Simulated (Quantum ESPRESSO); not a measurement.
**Band energies of Na₂NiO₂**

```
CELL_PARAMETERS angstrom
      1.43271    -5.10825     0.00000
      1.43271     5.10825     0.00000
      0.00000     0.00000     8.30113
ATOMIC_POSITIONS crystal
  O  0.27769 0.72231 0.90647
  O  0.72231 0.27769 0.40647
  O  0.48017 0.51983 0.08984
  O  0.51983 0.48017 0.58984
  Na 0.60474 0.39526 0.84756
  Na 0.39526 0.60474 0.34756
  Na 0.14857 0.85143 0.16922
  Na 0.85143 0.14857 0.66922
  Ni 0.87795 0.12205 0.00162
  Ni 0.12205 0.87795 0.50162
```

PBEsol (pw.x of Quantum ESPRESSO, ONCV potentials, without SOC); path ΓXSRAZΓYX1A1TY,ZT; energies in eV from the valence-band maximum.

```csv
k (1/Å),point,band 44,band 45,band 46,band 47,band 48,band 49,band 50,band 51
0.00,Γ,-1.00,-0.87,-0.87,-0.10,-0.06,1.41,1.41,1.59
0.20,,-0.86,-0.82,-0.79,-0.15,-0.11,1.18,1.22,1.83
0.59,,-0.73,-0.52,-0.51,-0.47,-0.40,0.63,0.75,3.20
0.99,,-1.10,-0.85,-0.73,-0.09,-0.07,0.91,0.98,3.75
1.18,X,-1.10,-0.79,-0.75,-0.12,-0.11,0.93,0.95,3.77
1.18,S,-1.12,-0.81,-0.75,-0.08,-0.06,0.97,0.97,3.67
1.56,R,-1.14,-0.78,-0.78,-0.07,-0.07,0.97,0.97,4.10
1.56,A,-1.13,-0.77,-0.77,-0.12,-0.12,0.93,0.93,4.17
1.90,,-0.91,-0.81,-0.81,-0.15,-0.15,0.87,0.87,3.90
2.07,,-0.79,-0.63,-0.63,-0.32,-0.32,0.74,0.74,3.61
2.41,,-0.84,-0.70,-0.70,-0.23,-0.23,0.93,0.93,2.78
2.74,Z,-1.08,-0.87,-0.87,-0.10,-0.10,1.41,1.41,2.24
3.12,Γ,-1.00,-0.87,-0.87,-0.10,-0.06,1.41,1.41,1.59
3.53,,-1.11,-0.87,-0.87,-0.05,-0.03,1.43,1.43,2.37
3.74,Y,-1.20,-0.87,-0.87,-0.02,-0.02,1.43,1.43,2.96
3.88,,-1.11,-0.85,-0.84,-0.05,-0.05,1.29,1.29,3.04
4.03,,-0.93,-0.79,-0.77,-0.14,-0.14,0.97,0.98,3.23
4.31,,-0.75,-0.57,-0.56,-0.50,-0.49,0.60,0.61,3.67
4.60,,-0.98,-0.77,-0.76,-0.25,-0.23,0.82,0.83,3.81
4.75,X1,-1.10,-0.79,-0.75,-0.12,-0.11,0.93,0.95,3.77
4.94,,-1.11,-0.78,-0.76,-0.12,-0.11,0.93,0.95,3.88
5.13,A1,-1.13,-0.77,-0.77,-0.12,-0.12,0.93,0.93,4.17
5.25,,-1.02,-0.75,-0.75,-0.24,-0.24,0.83,0.83,4.19
5.50,,-0.72,-0.59,-0.59,-0.52,-0.52,0.59,0.59,4.08
5.63,,-0.75,-0.64,-0.64,-0.38,-0.38,0.59,0.59,3.95
5.88,,-0.94,-0.81,-0.81,-0.10,-0.10,1.04,1.04,3.64
6.14,T,-1.18,-0.87,-0.87,0.00,0.00,1.43,1.43,3.43
6.51,Y,-1.20,-0.87,-0.87,-0.02,-0.02,1.43,1.43,2.96
6.51,Z,-1.08,-0.87,-0.87,-0.10,-0.10,1.41,1.41,2.24
6.64,,-1.09,-0.87,-0.87,-0.09,-0.09,1.41,1.41,2.31
6.88,,-1.16,-0.87,-0.87,-0.03,-0.03,1.43,1.43,2.81
7.13,T,-1.18,-0.87,-0.87,0.00,0.00,1.43,1.43,3.43
```

The PBEsol gap is indirect, 0.59 eV, from T to 38 % of the way from A1 to T; the smallest direct gap is 0.93 eV. Another conduction extremum on the path lies within 0.02 eV, too close to call.

The 3d shell has no Hubbard U; the runs are without spin polarisation, and magnetic order was not tried.

Geometry of the Materials Project entry, not relaxed at this level.

Letters of k points follow the standard setting of the lattice, whose axes may be ordered differently from the printed cell.
